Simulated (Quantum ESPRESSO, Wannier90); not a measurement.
# Wannierisation of TaN (P-62m)

```yaml
crystal:
  lattice:
    - [5.20850, 0.00000, 0.00000]
    - [-2.60425, 4.51069, 0.00000]
    - [0.00000, 0.00000, 2.91475]
  atoms:
    - { symbol: Ta, position: [0.00000, 0.00000, 0.00000] }
    - { symbol: Ta, position: [0.33333, 0.66667, 0.50000] }
    - { symbol: Ta, position: [0.66667, 0.33333, 0.50000] }
    - { symbol: N, position: [0.39239, 0.00000, 0.00000] }
    - { symbol: N, position: [0.60761, 0.60761, 0.00000] }
    - { symbol: N, position: [0.00000, 0.39239, 0.00000] }
```

Materials Project entry mp-1279; symmetrised, unrelaxed at this level. COD (Crystallography Open Database) has the formula in 5 space groups, this one among them (matched by group alone). Method: PBEsol plane waves in Quantum ESPRESSO 7.5 (PseudoDojo norm-conserving files, 68 Ry, no spin polarisation, no spin-orbit coupling), Bloch states on a 4×4×6 mesh through Γ, Wannier90 4.0.1. Density: 12×12×10 mesh, cold smearing 0.01 Ry. Spin-orbit coupling is left out although heavy elements are present.

The lattice is scaled uniformly with fixed fractional positions (axis ratios and free coordinates are held, so this isn't the response to pressure), and at each scale an atom-like model (Ta d, N p; disentangled, num_iter = 0) is made. Listed is the largest hopping of each kind of orbital pair shown, with the distance of the two functions' centres at scale 1; the mesh was not varied.

```tsv
scale	modulus of t, N4 px–Ta1 dx2-y2 at 2.16 Å (eV)	modulus of t, Ta1 dz2–Ta1 dz2 at 2.91 Å (eV)	modulus of t, N5 pz–N5 pz at 2.91 Å (eV)
0.950	2.727	2.597	0.784
0.975	2.484	2.375	0.774
1.000	2.272	2.182	0.759
1.025	2.088	1.993	0.739
1.050	1.926	1.821	0.715
```

Problem. With |t| ∝ d^(−η), find η for each hopping from the ends of the series.

Solution. 
- N4 px–Ta1 dx2-y2 at 2.16 Å: η = −ln(1.926/2.727)/ln(1.050/0.950) = 3.5
- Ta1 dz2–Ta1 dz2 at 2.91 Å: η = −ln(1.821/2.597)/ln(1.050/0.950) = 3.5
- N5 pz–N5 pz at 2.91 Å: η = −ln(0.715/0.784)/ln(1.050/0.950) = 0.9
Harrison's rules would take η = 3.5, 5.0, 2.0 for these pairs; they describe atomic orbitals, while these are orthogonalised and change shape with the volume.
